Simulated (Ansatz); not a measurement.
Input, command and steps of an Ansatz relaxation.

```yaml
crystal:
  lattice:
    - [7.2820264328, 0.0, 0.0]
    - [0.0, 3.0931681617, 0.0]
    - [0.0, 0.0, 3.0931681617]
  atoms:
    - { symbol: Li, position: [0.0, 0.0, 0.0] }
    - { symbol: Mg, position: [0.2901922423, 0.5, 0.5] }
    - { symbol: Mg, position: [0.7098077577, 0.5, 0.5] }
basis:
  ecutwfc: 500
kpoints:
  mp_grid: { grid: [6, 12, 12] }
hamiltonian:
  xc: r2scan
scf:
  occupations: { method: gaussian, width: 0.1 }
output:
  forces: true
  stress: true
  eigenvalues: true
relax:
  adjacent_minimum: "off"
  f_tol: 0.025
  max_steps: 70
  cell: { stress_tol: 0.12 }
```

```bash
ansatz run input.yaml --threads 2 --pin off --max-ram 5120MiB --backend cpu --events-out ev --progress --plain --runs-dir out
```

These are results of DFT r2SCAN, scalar-relativistic, plane waves, PAW in Ansatz 0.2.0, not measurements.

Of 5 frames 5 are shown, positions in Å and forces in eV/Å; the SCF threshold varies from step to step. Steps run on the plane waves of an earlier cell, with a Pulay correction in the pressure. The basis is chosen afresh for the last frame, the zero of the energies, and can be on the way; energy and pressure step there, also at an unchanged geometry.

```xyz
3
Lattice="7.2820 0.0000 0.0000 0.0000 3.0932 0.0000 0.0000 0.0000 3.0932" Properties=species:S:1:pos:R:3:forces:R:3 pbc="T T T" step=1 free_energy_over_end_meV_per_atom=6.29 pressure_GPa=-0.21
Li    0.0000    0.0000    0.0000    0.0000    0.0000    0.0000
Mg    2.1132    1.5466    1.5466    0.0700    0.0000    0.0000
Mg    5.1688    1.5466    1.5466   -0.0700    0.0000    0.0000
3
Lattice="7.4155 0.0000 0.0000 0.0000 3.0564 0.0000 0.0000 0.0000 3.0564" Properties=species:S:1:pos:R:3:forces:R:3 pbc="T T T" step=2 free_energy_over_end_meV_per_atom=1.14 pressure_GPa=-0.09
Li    0.0000    0.0000    0.0000    0.0000    0.0000    0.0000
Mg    2.1966    1.5282    1.5282    0.0130    0.0000    0.0000
Mg    5.2189    1.5282    1.5282   -0.0130    0.0000    0.0000
3
Lattice="7.5729 0.0000 0.0000 0.0000 3.0151 0.0000 0.0000 0.0000 3.0151" Properties=species:S:1:pos:R:3:forces:R:3 pbc="T T T" step=3 free_energy_over_end_meV_per_atom=0.32 pressure_GPa=0.07
Li    0.0000    0.0000    0.0000    0.0000    0.0000    0.0000
Mg    2.2622    1.5075    1.5075    0.0240    0.0000    0.0000
Mg    5.3108    1.5075    1.5075   -0.0240    0.0000    0.0000
3
Lattice="7.5186 0.0000 0.0000 0.0000 3.0303 0.0000 0.0000 0.0000 3.0303" Properties=species:S:1:pos:R:3:forces:R:3 pbc="T T T" step=4 free_energy_over_end_meV_per_atom=-0.03 pressure_GPa=0.00
Li    0.0000    0.0000    0.0000    0.0000    0.0000    0.0000
Mg    2.2542    1.5152    1.5152   -0.0220    0.0000    0.0000
Mg    5.2643    1.5152    1.5152    0.0220    0.0000    0.0000
3
Lattice="7.5186 0.0000 0.0000 0.0000 3.0303 0.0000 0.0000 0.0000 3.0303" Properties=species:S:1:pos:R:3:forces:R:3 pbc="T T T" step=5 free_energy_over_end_meV_per_atom=0.00 pressure_GPa=0.00
Li    0.0000    0.0000    0.0000    0.0000    0.0000    0.0000
Mg    2.2542    1.5152    1.5152   -0.0220    0.0000    0.0000
Mg    5.2643    1.5152    1.5152    0.0220    0.0000    0.0000
```

It took 38 s on 2 threads of Arm Neoverse V2 (shared host), peak memory 0.58 GiB.